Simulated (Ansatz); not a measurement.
Method: DFT PBE, scalar-relativistic, plane waves, PAW, and for the lanthanide a 4f-in-core norm-conserving potential (Ansatz). All cells share a 690 eV cutoff and Γ-centred k meshes spaced at most about 0.3 Å⁻¹ (about 0.25 or finer for metals, 2π included). No spin polarisation in the final relaxations.

Temperature and zero-point effects are left out.

Compare these two cells of Ho₂As, each relaxed at this level.

A.

```
CELL_PARAMETERS angstrom
0.00000 3.51623 3.51623
3.51623 0.00000 3.51623
3.51623 3.51623 0.00000
ATOMIC_POSITIONS crystal
Ho 0.75000 0.75000 0.75000
Ho 0.50000 0.50000 0.50000
As 0.00000 0.00000 0.00000
```

B.

```
CELL_PARAMETERS angstrom
5.17339 0.00000 0.00000
-2.58669 4.48028 0.00000
0.00000 0.00000 3.12462
ATOMIC_POSITIONS crystal
Ho 0.33333 0.66667 0.50000
Ho 0.66667 0.33333 0.50000
As 0.00000 0.00000 0.00000
```

Question: Which would you expect to be lower, and how large is the difference?

Answer: B is lower, by 149 meV/atom. A has space group F-43m (No. 216), 29.0 Å³/atom and no gap on its mesh; B has space group P6/mmm (No. 191), 24.1 Å³/atom and no gap. Counting As atoms around Ho (those within 1.25 times the shortest such distance or 1.15 times the sum of covalent radii, 1.27 where that leaves under three; a slash parts the counts of unlike sites), A has Ho 4/6 and B has Ho 6. The denser one is the lower, and pressure would at first widen the difference. Even the lower one lies +0.07 eV/atom against the reference forms of the elements (uncorrected), so neither is stable at this level. In A, Ho on its first site is surrounded by 4 As at 3.05 Å and 4 Ho at 3.05 Å; Ho on its second site has 4 Ho at 3.05 Å and 6 As at 3.52 Å; As is surrounded by 4 Ho at 3.05 Å and 6 Ho at 3.52 Å. In B, around Ho lie 5 Ho at 2.99–3.12 Å and 6 As at 3.37 Å; As is surrounded by 2 As at 3.12 Å and 12 Ho at 3.37 Å. Both come from invented guesses. A third cell relaxed alike, in Fm-3m, lies 0.81 eV/atom below the lower of the two.

In F-43m, P6/mmm an odd number of valence electrons (the lanthanide is held trivalent, its 4f shell in the core) allows no gap without spin; another valence of the lanthanide, a larger cell or a magnetic state could open one. Cells relaxed within their symmetry can be saddle points.

The lanthanide is trivalent by construction, without f bands, f moments or other valences.
